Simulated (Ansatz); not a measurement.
YZn (CsCl type, space group No. 221), a = 3.564 Å, b = 3.564 Å, c = 3.564 Å, α = 90.00°, β = 90.00°, γ = 90.00°.

Relaxed with r²SCAN.

### Question
Tabulate the valence density and the electron localisation function along the shortest Zn–Y contact (3.09 Å), plane-wave PAW r²SCAN (Ansatz code).

### Answer


```tsv
distance from Zn (Å)	density (e/Å³)	ELF
0.31	16.46	0.00
0.46	5.50	0.02
0.62	1.80	0.09
0.77	0.81	0.18
0.93	0.44	0.23
1.08	0.27	0.26
1.23	0.20	0.33
1.39	0.16	0.34
1.54	0.15	0.21
1.70	0.15	0.11
1.85	0.21	0.12
2.01	0.37	0.32
2.16	0.77	0.66
2.32	1.52	0.83
2.47	2.55	0.86
2.62	3.45	0.82
2.78	3.68	0.68
```

The density is the valence pseudo-density with augmentation charge, so density and ELF within about 1 Å of a nucleus are not all-electron values.

Space group Pm-3m (CsCl type). The workflow started from an entry of the Crystallography Open Database (COD). Whether it is the stable phase at ambient conditions was not checked. The r²SCAN relaxation kept the symmetry of its start; whether a distortion lowers the energy is not shown. The run is not spin-polarised.

Potentials: the later of the program's two PAW sets.
